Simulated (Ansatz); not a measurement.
BaCd₂Sb₂:
```
BaCd2Sb2
1.0
    4.81860     0.00000     0.00000
   -2.40930     4.17303     0.00000
    0.00000     0.00000     8.14945
Ba Cd Sb
1 2 2
Cartesian
  0.00000   0.00000   0.00000
  2.40930   1.39101   5.14589
  0.00000   2.78202   3.00357
  2.40930   1.39101   2.15402
  0.00000   2.78202   5.99544
```

Relaxed with r²SCAN. Special points in fractions of this cell's reciprocal vectors: Γ (0.000, 0.000, 0.000); M (0.500, 0.000, 0.000); K (0.333, 0.333, 0.000); A (0.000, 0.000, 0.500); L (0.500, 0.000, 0.500); H (0.333, 0.333, 0.500).

### Question
List the band energies nearest the valence-band maximum at these points for DFT-r²SCAN in the program Ansatz with PAW potentials.

### Answer
In eV from the valence-band maximum; about four levels below and three above (degenerate sets whole), none deeper than 8.9 eV; points with the same levels are listed once.

```json
[
 {"k": "Γ", "below": "-1.18 -1.18 -0.10 0.00 0.00", "above": "0.25 1.02 1.94"},
 {"k": "M", "below": "-2.09 -1.85 -1.80 -1.31", "above": "0.82 2.52 2.74"},
 {"k": "K", "below": "-3.27 -1.73 -1.73 -1.56", "above": "2.63 2.63 3.07"},
 {"k": "A", "below": "-0.73 -0.73 -0.70 -0.70", "above": "0.24 1.64 2.52 2.52"},
 {"k": "L", "below": "-2.27 -2.15 -0.84 -0.80", "above": "1.09 1.60 2.12"},
 {"k": "H", "below": "-2.85 -2.21 -1.63 -1.63", "above": "1.99 1.99 3.59"}
]
```

Space group P-3m1. The first step of the workflow began from a Materials Project structure, measured or hypothetical; the Crystallography Open Database copy checked does not list it. Whether it is the stable phase at ambient conditions was not checked. The cell was relaxed with r²SCAN under the symmetry of its start; its stability against distortions is not shown here. Scalar-relativistic: spin–orbit coupling is off unless named, which matters more the heavier the elements.

Potentials: the later of the program's two PAW sets.
